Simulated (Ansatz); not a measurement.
Consider the following.

GaN:
```xyz
4
Lattice="3.1831 0.0000 0.0000 -1.5916 2.7567 0.0000 0.0000 0.0000 5.1837" Properties=species:S:1:pos:R:3 pbc="T T T"
Ga     1.5916     0.9189     0.0051
Ga     0.0000     1.8378     2.5970
N      1.5916     0.9189     3.2357
N      0.0000     1.8378     0.6439
```

This is the r²SCAN-relaxed structure. Cartesian axes are those of the cell as given.

Question: All from r²SCAN in the plane-wave PAW code Ansatz, unless another level is named. Estimate the hole effective mass with spin–orbit coupling, band 1 of 2 at the edge.

Answer: 2.1 along z (mₑ).

Question: What about the hole effective mass, band 2 of 2 at the edge?

Answer: 0.18 along x, 2.0 along z (mₑ).

Question: And the band gap?

Answer: 2.35 eV (direct).

Question: Predict the formation energy from the elements (no fitted shifts).

Answer: -0.65 eV/atom.

Question: Next, the hole effective mass with spin–orbit coupling, band 2 of 2 at the edge?

Answer: 0.26 along x, 1.5 along z (mₑ).

Question: Give the weight of the valence-edge state by species (Voronoi cells).

Answer: N 86 %, Ga 14 %.

Space group P6_3mc (wurtzite). Symmetry was held in the r²SCAN relaxation; phonons on a q-mesh show no instability. The references are the lowest solids computed at this level, not always the standard phases (solids in place of the gases). Scalar-relativistic: spin–orbit coupling is off unless named, which matters more the heavier the elements.

Potentials: the later of the program's two PAW sets.
